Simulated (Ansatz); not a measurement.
Relaxed-ion elastic tensor of Cd (fcc (Cu type), Fm-3m) in GPa (Voigt order), r²SCAN (plane waves, PAW; program Ansatz); density 8.58 g/cm³, 21.76 Å³ per atom.

|  | 1 | 2 | 3 | 4 | 5 | 6 |
|---|---|---|---|---|---|---|
| 1 | 78.4 | 39.9 | 39.9 | 0.0 | 0.0 | 0.0 |
| 2 | 39.9 | 78.4 | 39.9 | 0.0 | 0.0 | 0.0 |
| 3 | 39.9 | 39.9 | 78.4 | 0.0 | 0.0 | 0.0 |
| 4 | 0.0 | 0.0 | 0.0 | -5.6 | 0.0 | 0.0 |
| 5 | 0.0 | 0.0 | 0.0 | 0.0 | -5.6 | 0.0 |
| 6 | 0.0 | 0.0 | 0.0 | 0.0 | 0.0 | -5.6 |

Q: Is the crystal mechanically stable?

A: No: the smallest eigenvalue of C is -5.6 GPa.

A made-up cell: these elements were put on the sites of a structure type; the Crystallography Open Database copy checked does not list it. It is not the phase usual at ambient conditions (space group No. 194). Symmetry was held in the r²SCAN relaxation. At this level the phase is mechanically unstable. As this level gives no gap, shear constants depend on the k-mesh and smearing (Fermi–Dirac, 0.1 eV here).

Potentials: the later of the program's two PAW sets.
